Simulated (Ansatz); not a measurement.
CoGe (rock salt, space group No. 225) at seven volumes, plane-wave PAW PBE (Ansatz code), scaled uniformly. One row is withheld.

| V (Å³/atom) | P (GPa) |
|---|---|
| 12.701 | 16.39 |
| 13.120 | 9.98 |
| 13.539 | 4.57 |
| 13.957 | 0.00 |
| 14.376 | -3.86 |
| 14.795 | ? |
| 15.214 | -9.85 |

Q: Fit the shown pressures and predict the withheld one.

A: P = (3/2)B₀(x^(7/2) − x^(5/2))[1 + (3/4)(B′ − 4)(x − 1)] with x = (V₀/V)^(2/3). Least squares on the six rows gives V₀ = 13.958 Å³/atom, B₀ = 140 GPa, B′ = 4.64. At V = 14.795, x = 0.9619 and P = -7.12 GPa. The run itself gave -7.11 GPa.

Space group Fm-3m (rock salt). A made-up cell: these elements were put on the sites of a structure type; neither database checked (COD, Materials Project) lists it. Whether it is the stable phase at ambient conditions was not checked. The cell was relaxed with PBE under the symmetry of its start. At this level the phase is mechanically unstable. The workflow began spin-polarised and lost its moments.

Potentials: the later of the program's two PAW sets.
